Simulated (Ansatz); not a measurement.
# Cs$_{2}$AgSbCl$_{6}$: levels and charges under dearer methods

A database entry relaxed whole under r2SCAN at zero pressure (Fm-3m, No. 225):

```yaml
crystal:
  lattice:
    - [0.00000, 5.35436, 5.35436]
    - [5.35436, 0.00000, 5.35436]
    - [5.35436, 5.35436, 0.00000]
  atoms:
    - { symbol: Cs, position: [0.25000, 0.25000, 0.25000] }
    - { symbol: Cs, position: [0.75000, 0.75000, 0.75000] }
    - { symbol: Ag, position: [0.50000, 0.50000, 0.50000] }
    - { symbol: Sb, position: [0.00000, 0.00000, 0.00000] }
    - { symbol: Cl, position: [0.75205, 0.24795, 0.24795] }
    - { symbol: Cl, position: [0.24795, 0.75205, 0.24795] }
    - { symbol: Cl, position: [0.24795, 0.75205, 0.75205] }
    - { symbol: Cl, position: [0.75205, 0.24795, 0.75205] }
    - { symbol: Cl, position: [0.24795, 0.24795, 0.75205] }
    - { symbol: Cl, position: [0.75205, 0.75205, 0.24795] }
```

Its volume is 30.70 Å³ an atom, +1.3 % against the entry's 30.32, a measured cell (2017, 213 K).

Single points on this cell with plane-wave PAW DFT (Ansatz 0.2.0; r2SCAN 500 eV, hybrids 420 eV; fermi-dirac occupations of width 0.020 eV; no moments): r2SCAN on a 6×6×6 Γ-centred mesh; r2SCAN with spin-orbit coupling on a 6×6×6 Γ-centred mesh; HSE06 on a 4×4×4 Γ-centred mesh; PBE0 on a 4×4×4 Γ-centred mesh.

Question: What does each level give for gap and charges?

Answer: The runs give:

```csv
level,"gap (eV), or kind",pressure (GPa),Bader charge of Cs (e),Bader charge of Ag (e),Bader charge of Sb (e),Bader charge of Cl (e)
r2SCAN,1.64,0.0,+0.89,+0.66,+1.66,-0.68
r2SCAN with spin-orbit coupling,1.59,0.0,+0.89,+0.66,+1.65,-0.68
HSE06,2.21,0.5,+0.90,+0.64,+1.72,-0.69
PBE0,2.88,0.4,+0.90,+0.64,+1.73,-0.69
```

Under r2SCAN the gap is 1.64 eV, over mesh and band path. HSE06 moves it by +0.57 eV and PBE0 by +1.24 eV; PBE0 keeps its exact exchange at long range, which widens the gap over HSE06's by 0.66 eV on their common mesh. Spin-orbit coupling moves the r2SCAN gap by -0.05 eV. The charge on Sb goes from +1.66 to +1.72 e under HSE06.

Caveats: the relaxation kept the start's symmetry; HSE06 is read on its mesh and at the zone's corners, PBE0 on its mesh alone; hybrid pressures are good to a few tenths of a GPa; pressure is positive in compression.
